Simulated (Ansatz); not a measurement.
TaN₃:
```
TaN3
1.0
    4.07353     0.00000     0.00000
    0.00000     4.07353     0.00000
    0.00000     0.00000     4.07353
Ta N
1 3
Direct
  0.00000   0.00000   0.00000
  0.00000   0.50000   0.00000
  0.50000   0.00000   0.00000
  0.00000   0.00000   0.50000
```

Relaxed with PBE. Special points in fractions of this cell's reciprocal vectors: Γ (0.000, 0.000, 0.000); X (0.000, 0.500, 0.000); M (0.500, 0.500, 0.000); R (0.500, 0.500, 0.500).

**Question.** List the band energies nearest the Fermi level at these points for DFT-PBE in the program Ansatz with PAW potentials.

**Answer.** In eV from the Fermi level; about four levels below and three above (degenerate sets whole), none deeper than 8.9 eV; points with the same levels are listed once.

```json
[
 {"k": "Γ", "below": "-1.84 -1.84 -1.84 -0.03 -0.03 -0.03", "above": "0.49 0.49 0.49"},
 {"k": "X", "below": "-1.31 -1.31 -1.28 -0.36", "above": "0.36 0.36 2.59"},
 {"k": "M", "below": "-1.89 -1.89 -0.77 -0.77 -0.59", "above": "1.14 5.63 5.63"},
 {"k": "R", "below": "-4.45 -4.45 -3.73 -3.73 -3.73", "above": "1.15 1.15 1.15"}
]
```

Space group Pm-3m (ReO3 type). The start of the workflow was typed in or built on a structure type; neither database checked (COD, Materials Project) lists it. Its standing as an ambient phase is unchecked. The PBE relaxation kept the symmetry of its start; its stability against distortions is not shown here. No spin polarisation was allowed. Its formation energy is positive at this level, so the cell may be metastable or incomplete. Scalar-relativistic: spin–orbit coupling is off unless named, which matters more the heavier the elements.

Potentials: the earlier of the program's two PAW sets.
